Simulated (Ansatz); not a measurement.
Ba2NiTeO6, several self-consistent solutions

```
Ba Ni Te O
1.0
     2.89850    1.67345    9.53166
    -2.89850    1.67345    9.53166
     0.00000   -3.34690    9.53166
Ba Ni Te O
4 2 2 12
Cartesian
  0.0000 0.0000 8.1198
  0.0000 0.0000 20.4752
  0.0000 0.0000 3.6161
  0.0000 0.0000 24.9789
  0.0000 0.0000 11.5953
  0.0000 0.0000 16.9997
  0.0000 0.0000 14.2975
  0.0000 0.0000 0.0000
  1.3304 -0.7681 13.1337
  0.0000 1.5362 13.1337
  -1.3304 -0.7681 13.1337
  -1.3304 0.7681 15.4613
  1.3304 0.7681 15.4613
  0.0000 -1.5362 15.4613
  1.5391 -0.8886 17.9434
  0.0000 1.7772 17.9434
  -1.5391 -0.8886 17.9434
  -1.5391 0.8886 10.6516
  1.5391 0.8886 10.6516
  0.0000 -1.7772 10.6516
```

All energies were calculated with Ansatz 0.2.0 (r2SCAN; 500 eV; 5×5×5 Γ-centred mesh; fermi-dirac occupations of width 0.050 eV). The atoms are fixed and numbered as listed; spin is collinear, without spin-orbit coupling.

Different starts of the self-consistent cycle ended in different solutions. Their moments in μB:

```
state   Ni5    Ni6  other atoms together  size of the net moment a cell
    A  1.63   1.63                  0.59                           4.00
    B  1.62  -1.62                  0.00                           0.00
    C  0.00   0.00                  0.00                           0.00
```

Site moments are taken in small spheres that don't touch (radius about 0.4 of the atom's shortest bond), so those of the magnetic atoms read low, and they needn't add up to the net moment. State C was run without spin polarisation.

Q: Rank the states by energy at zero smearing.

A: State B (antiparallel, compensated) is lowest; A (parallel moments) lies 1.0 meV above it, C (without moments) lies 146 meV above it, all counted an atom of the cell.

Q: Which states have a gap on the mesh, and what pressure does each exert on this cell?

A: A: gap 2.04 eV, 0.5 GPa; B: gap 2.49 eV, 0.5 GPa; C: no gap, 0.7 GPa (positive in compression).

Q: Compare the parallel order A with the antiparallel order B.

A: Between A and B the moments keep their size (1.63 against 1.62 μB in the mean), so the difference mostly measures the exchange between the flipped sites: the antiparallel order gains 10 meV for each Ni atom. The nearest flipped pair stands 5.31 Å apart. Flipped pairs are linked through Te; the widest Ni–Te–Ni angle among the nearer links is 180°, at 5.40 Å between the metal atoms.

Q: How much does the cell gain by forming moments?

A: 146 meV an atom of the cell, or 1462 meV for each Ni atom, against state C, which has none. A run without spin would miss this and give wrong energies and forces. That state isn't the paramagnet, which keeps its moments, so this is no ordering energy.

The cell is that of a Crystallography Open Database entry, unchanged.

Caveats: only orders that fit this cell and collinear spins were tried, so the true order may need a larger cell or canted moments; atoms and cell are not relaxed, and each state would relax in its own way; semilocal functionals without U often misplace the states of 3d oxides, halides and chalcogenides; the k mesh is coarse, so differences of a few meV are uncertain where a state is a metal; one start a pattern, so a lower state of the same pattern may exist.
